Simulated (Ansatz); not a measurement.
# LaZn (CsCl-type structure)

Level of theory: DFT, PBEsol, scalar-relativistic, no spin polarisation; plane waves to 420 eV with PAW datasets (Ansatz 0.2.0), Γ-centred 8×8×8 mesh, 0.05 eV Gaussian smearing. The datasets are Ansatz's generated set soft_2.

```
CELL_PARAMETERS angstrom
3.69350 0.00000 0.00000
0.00000 3.69350 0.00000
0.00000 0.00000 3.69350
ATOMIC_POSITIONS crystal
La 0.00000 0.00000 0.00000
Zn 0.50000 0.50000 0.50000
```

The start was a prototype's sites filled with these elements; the Crystallography Open Database holds the compound in this structure.

The cell has space group Pm-3m (read at 0.01 Å). In it the stress is -0.02, -0.02, -0.02, 0.00, 0.00, 0.00 GPa and the largest force component 0.000 eV/Å. Each change below starts from this cell, without further relaxation. Stress is in GPa, positive in compression, in the order xx, yy, zz, yz, xz, xy; energies are counted from the cell above and are free energies with the smearing's entropy, which match forces and stress in a metal.

Problem. What happens when atom 1 (La) is moved by 0.02 Å along y?

Solution. The energy changes by 0.5 meV per cell, and the force on it along the shift is -0.0469 eV/Å (−F/u = 2.35 eV/Å²). Stress: -0.01, -0.02, -0.01, 0.00, 0.00, 0.00.
```tsv
atom	Fx (eV/Å)	Fy	Fz
La1	0.000	-0.047	0.000
Zn2	0.000	0.047	0.000
```

Problem. A single strain component, atoms carried along, gave the stress -2.15, -1.17, -1.17, 0.00, 0.00, 0.00. Which component, and about how large?

Solution. An engineering strain of 3 % in xx; the energy changes by 10.4 meV per cell.

These numbers lack spin–orbit coupling. The relaxed cell is 4 % smaller in volume than the cell of this structure in the Crystallography Open Database (26.37 Å³/atom, 1963).
